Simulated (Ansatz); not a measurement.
Si2N2O:
```cif
data_N8O4Si8
_chemical_formula_sum 'Si8 N8 O4'
_space_group_name_H-M_alt 'Cmc21'
_space_group_IT_number 36
_space_group_name_Hall 'C 2c -2'
_cell_length_a 8.92147
_cell_length_b 5.51723
_cell_length_c 4.86510
_cell_angle_alpha 90.000
_cell_angle_beta 90.000
_cell_angle_gamma 90.000
loop_
_atom_site_label
_atom_site_type_symbol
_atom_site_symmetry_multiplicity
_atom_site_Wyckoff_symbol
_atom_site_fract_x
_atom_site_fract_y
_atom_site_fract_z
_atom_site_occupancy
Si1 Si 8 b 0.17659 0.15091 0.22891 1
N1 N 8 b 0.28186 0.37595 0.38374 1
O1 O 4 a 0.00000 0.21226 0.28196 1
```
(The calculation used a cell of 10 atoms; values per cell refer to that cell.)

Relaxed with PBEsol. PBEsol (plane waves, PAW; program Ansatz) gives a gap of 4.94 eV.

**Question.** What gap does HSE06 give on the same cell (Ansatz, PAW)?

**Answer.** 6.54 eV, 1.60 eV more. The hybrid was solved on a coarser mesh and at special points; the gap given is the minimum over both.

```csv
k,v1 PBEsol,c1 PBEsol,v1 HSE06,c1 HSE06
Γ,0.00,4.94,0.00,6.54
Y,-0.24,6.25,-0.23,7.99
T,-0.63,5.97,___,___
Z,-0.23,5.72,___,___
S,-0.41,6.76,___,___
R,-0.68,6.75,-0.75,8.45
Δ0,-0.53,6.45,___,___
B0,-1.02,6.52,-1.06,8.22
```

**Question.** Top valence (v1) and lowest conduction level (c1) in eV from each method's valence maximum (which need not be a listed point): supply the withheld HSE06 values.

**Answer.** 
- Δ0, v1 HSE06: -0.53
- Δ0, c1 HSE06: 8.19
- T, v1 HSE06: -0.64
- T, c1 HSE06: 7.66
- S, v1 HSE06: -0.45
- S, c1 HSE06: 8.47
- Z, v1 HSE06: -0.25
- Z, c1 HSE06: 7.42

Cost on shared cores: the PBEsol run (SCF on a 6×6×6 mesh, then bands and DOS) very roughly 70 core-seconds, the HSE06 run (SCF on 4×4×4, then a few points) about 2.5 core-minutes (a rough figure); the tasks are unlike.

Space group Cmc2_1. The first step of the workflow began from a Materials Project structure, measured or hypothetical; the Crystallography Open Database files this formula in space group No. 36, but the cells were not matched. Its standing as an ambient phase is unchecked. The cell was relaxed with PBEsol under the symmetry of its start; its stability against distortions is not shown here.

Potentials: the earlier of the program's two PAW sets. The files were generated under PBE; for other functionals the program regenerates the frozen cores, and for LDA and PBEsol the local potential too.
